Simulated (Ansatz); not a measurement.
# LaAl2Ge2: Ge vacancy

Level of theory: PBEsol, no spin polarisation, scalar-relativistic; Ansatz, plane waves to 420 eV (PAW set soft_2), k-mesh 3×3×3.

The relaxed host crystal (no gap at this level of theory):

```xyz
5
Lattice="4.2713 0.0000 0.0000 -2.1357 3.6991 0.0000 0.0000 0.0000 6.9555" Properties=species:S:1:pos:R:3 pbc="T T T"
La    0.0000    0.0000    0.0000
Al    0.0000    2.4661    4.4389
Al    2.1357    1.2330    2.5166
Ge    0.0000    2.4661    1.8701
Ge    2.1357    1.2330    5.0854
```

Supercell of 20 atoms, rows of the matrix [[1,0,1],[1,0,-1],[0,2,0]] times the cell vectors; Ge vacancy at (0.333, 0.667, 0.269) in fractions of the cell above. Atoms are relaxed at the host's cell, from a start shaken by 0.05 Å near the defect. The cell loses 1 of its 8 Ge, so this is a heavily defective crystal.

Task: How does the lattice relax around the defect?

Result: Distances from the empty Ge site (Å), by shell of the perfect crystal:

```csv
shell,perfect crystal,"relaxed, charge 0"
4 Al,2.55 (2.55 to 2.57),2.30 (2.28 to 2.35)
3 La,3.09,3.10 (3.09 to 3.11)
```

```tsv
charge	gap of the cell on the mesh (eV)
0	0.00
```

Formation energy of the neutral defect: 2.21 eV, taking atoms from and to the elements' standard states (no corrections for gases), so it belongs to those chemical potentials alone.

Caveats: small supercell, so energies and levels can be off by tenths of an eV; one random start near the defect, so other minima are possible.
